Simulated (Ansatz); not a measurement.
Relaxation of a relaxed Ba cell, doubled along one cell vector, shaken by Gaussian noise of σ = 0.08 Å a coordinate; 6 atoms in the cell, which starts as P1 (No. 1), aP6; a = 7.317 Å, b = 7.317 Å, c = 8.578 Å, α = 90.00°, β = 90.00°, γ = 120.00°. These are r2SCAN (plane waves to 500 eV, PAW, scalar-relativistic; Ansatz, an electronic-structure program) values and carry that method's errors. Γ-centred k-mesh 5×5×4 on the run's cell (coarser than for final values), Fermi–Dirac smearing 0.05 eV. This is the first round of the run. 

The optimiser's lines from the output (shortened; P is positive under compression):

```
relax step   1: F+E_penalty+E_count = -35787.18801719 eV  Δ(F+E_penalty+E_count) = +0.000e0 eV  max|allowed force component| = 3.075e-1 eV/Å  Δτ_max = 0.0000 Å  P = +0.041 GPa  Ω = 397.669 Å³  (9 SCF iters, dr2 threshold 1.00e-7 eV, accepted)
relax step   2: F+E_penalty+E_count = -35787.24153927 eV  Δ(F+E_penalty+E_count) = -5.352e-2 eV  max|allowed force component| = 1.820e-1 eV/Å  Δτ_max = 0.0677 Å  P = +0.032 GPa  Ω = 397.507 Å³  (7 SCF iters, dr2 threshold 6.00e-7 eV, accepted)
relax step   3: F+E_penalty+E_count = -35787.29300718 eV  Δ(F+E_penalty+E_count) = -5.147e-2 eV  max|allowed force component| = 1.115e-1 eV/Å  Δτ_max = 0.2000 Å  P = +0.001 GPa  Ω = 398.370 Å³  (8 SCF iters, dr2 threshold 6.00e-7 eV, accepted)
relax step   4: F+E_penalty+E_count = -35787.37178462 eV  Δ(F+E_penalty+E_count) = -7.878e-2 eV  max|allowed force component| = 2.785e-1 eV/Å  Δτ_max = 0.1988 Å  P = -0.061 GPa  Ω = 399.215 Å³  (7 SCF iters, dr2 threshold 6.00e-7 eV, accepted)
relax step   5: F+E_penalty+E_count = -35787.46804957 eV  Δ(F+E_penalty+E_count) = -9.626e-2 eV  max|allowed force component| = 3.246e-1 eV/Å  Δτ_max = 0.1953 Å  P = -0.115 GPa  Ω = 399.648 Å³  (7 SCF iters, dr2 threshold 6.00e-7 eV, accepted)
relax step   6: F+E_penalty+E_count = -35787.57090655 eV  Δ(F+E_penalty+E_count) = -1.029e-1 eV  max|allowed force component| = 1.624e-1 eV/Å  Δτ_max = 0.2000 Å  P = -0.100 GPa  Ω = 397.351 Å³  (7 SCF iters, dr2 threshold 6.00e-7 eV, accepted)
relax step   7: F+E_penalty+E_count = -35787.60655972 eV  Δ(F+E_penalty+E_count) = -3.565e-2 eV  max|allowed force component| = 2.248e-2 eV/Å  Δτ_max = 0.1664 Å  P = -0.040 GPa  Ω = 393.680 Å³  (7 SCF iters, dr2 threshold 6.00e-7 eV, accepted)
relax step   8: F+E_penalty+E_count = -35787.60774042 eV  Δ(F+E_penalty+E_count) = -1.181e-3 eV  max|allowed force component| = 2.405e-3 eV/Å  Δτ_max = 0.0202 Å  P = -0.005 GPa  Ω = 391.954 Å³  (6 SCF iters, dr2 threshold 3.16e-8 eV, accepted)
relax step   9: F+E_penalty+E_count = -35787.60760795 eV  Δ(F+E_penalty+E_count) = +1.325e-4 eV  max|allowed force component| = 2.239e-3 eV/Å  Δτ_max = 0.0000 Å  P = -0.006 GPa  Ω = 391.954 Å³  stress off target by 8.77e-3 GPa  SCF on the basis re-selected at this cell (its energy is not comparable with the rows above)  (6 SCF iters)
```

From the first to the last row the energy changes by -0.07 eV/atom and the volume by -1.4 %. The last row is marked as not comparable with the walk above it, whose basis was carried along; it does compare with step 1, since both stand on a basis selected at the nominal cutoff for their own cell.

Later rounds, restarted from the end of this one on a renewed k-mesh, logged 4 more steps and released under 0.01 eV/atom more. The final structure after all rounds: Im-3m (No. 229), cI2, bcc (W type); a = 5.0690 Å, b = 5.0690 Å, c = 5.0690 Å, α = 90.00°, β = 90.00°, γ = 90.00°. Between re-selections the logged energies stand on a plane-wave basis carried along with the cell. No spin polarisation in the result.

Of the parent cell (P6/mmm (No. 191)): it is a generated cell of Ba: the first start was made by placing the elements on the sites of a structure type, and the end was not matched to a known phase here, so it may be hypothetical. Known forms of Ba include space group No. 229.
